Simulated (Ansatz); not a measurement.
# Calculated field gradients at the nuclei for P at a changed volume

The cell is an entry of the Crystallography Open Database (COD), relaxed with PBE at fixed cell and then changed (volume scaled by 1.04, ions relaxed).

```cif
data_structure
_symmetry_space_group_name_H-M 'P 1'
_symmetry_Int_Tables_number 1
_cell_length_a 5.4899
_cell_length_b 5.4899
_cell_length_c 4.3738
_cell_angle_alpha 90.000
_cell_angle_beta 90.000
_cell_angle_gamma 144.422
_cell_volume 76.70
loop_
_atom_site_label
_atom_site_type_symbol
_atom_site_fract_x
_atom_site_fract_y
_atom_site_fract_z
_atom_site_occupancy
P1 P 0.89754 0.10246 0.08025 1
P2 P 0.60246 0.39754 0.58025 1
P3 P 0.10246 0.89754 0.91975 1
P4 P 0.39754 0.60246 0.41975 1
```

Sites (sets of like atoms) are named by element and the number of their first atom in this list.

The numbers come from a DFT calculation in Ansatz (PBE, plane waves and PAW, scalar-relativistic, 420 eV cutoff, Γ-centred 15×15×11 k-points, Fermi–Dirac smearing 0.05 eV).

Conventions: |V_zz| ≥ |V_yy| ≥ |V_xx|, η = (V_xx − V_yy)/V_zz, C_Q = eQV_zz/h.

```csv
site,atoms (order as listed),first shell,"V_xx, V_yy, V_zz (10²¹ V/m²)",η,C_Q (MHz)
P,"1, 2, 3, 4",3 P at 2.24–2.25 Å,"3.70, 3.87, -7.57",0.02,–
```

The structure holds P–P bonds (2.24 Å). At P V_zz stands upright on the plane through its three neighbours (within 7°).

P has no stable isotope with a ground-state quadrupole moment in the table, so no C_Q is given.

With no gap above 0.1 eV, as in a metal, the gradients converge slowly in k; expect changes of a tenth or more on a denser mesh. Semilocal functionals make gaps too small and can close them, so the real compound need not be a metal.
